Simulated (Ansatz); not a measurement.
# What DFT gives for Ti5SiB2

```
Ti B Si
1.0
     0.00000    5.98007    0.00000
     5.98007    0.00000    0.00000
     2.99004    2.99004   -5.49699
Ti B Si
10 4 2
Direct
  0.80410 0.30410 0.72240
  0.30410 0.47350 0.72240
  0.47350 0.97350 0.72240
  0.97350 0.80410 0.72240
  0.69590 0.52650 0.27760
  0.19590 0.69590 0.27760
  0.02650 0.19590 0.27760
  0.52650 0.02650 0.27760
  0.00000 0.00000 0.00000
  0.50000 0.50000 0.00000
  0.87500 0.37500 0.00000
  0.37500 0.12500 0.00000
  0.12500 0.62500 0.00000
  0.62500 0.87500 0.00000
  0.25000 0.25000 0.50000
  0.75000 0.75000 0.50000
```

Level: PBE, no spin polarisation; 420 eV; 7×7×7 Γ-centred mesh; fermi-dirac occupations (width 0.1 eV); Ansatz 0.2.0, fixed geometry.

Problem. How is the charge shared?

Solution. Bader charges in e: Ti +1.06, Si -2.01, B -1.66. In the mean Ti gives up most and Si takes most.

Problem. Metal or insulator?

Solution. It is a metal, with about 23 states/eV a cell as the mean within 0.25 eV of the Fermi level, mostly Ti d (87 %).

Problem. What does the stress say?

Solution. The pressure is 16.4 GPa (compression positive), so with the atoms held at these fractions the cell would first expand.

Problem. What is the formation energy?

Solution. -0.55 eV an atom against the elements' usual phases (free molecules for gases, crystals otherwise, with no correction for O₂ or N₂), so it is bound against them; other compounds may still compete. Relaxing would lower it.

Problem. Where is the largest force?

Solution. The largest is on B13 (and as large on other atoms): 0.51 eV/Å, components (-0.36, -0.36, 0.00). It makes 0° with the line to a nearest neighbour, B11 at 2.11 Å, pointing towards it.

Problem. Describe some of the short contacts.

Solution. B–B at 2.11 Å: least valence density 0.47 e/Å³ and ELF 0.69 there. Ti–B at 2.32 Å: least valence density 0.37 e/Å³ and ELF 0.25 there. Ti–Ti at 2.70 Å: least valence density 0.23 e/Å³ and ELF 0.17 there. Ti–Si at 2.55 Å is left out, since its least density falls inside a PAW sphere. These are pseudo-fields; inside the PAW spheres they differ from the all-electron ones.

Origin: a known structure type with other elements, at an estimated volume, so it need not be a known compound. Caveats: many states at the Fermi level without spin polarisation, so a magnetic state may lie lower; atoms or cell far from equilibrium.
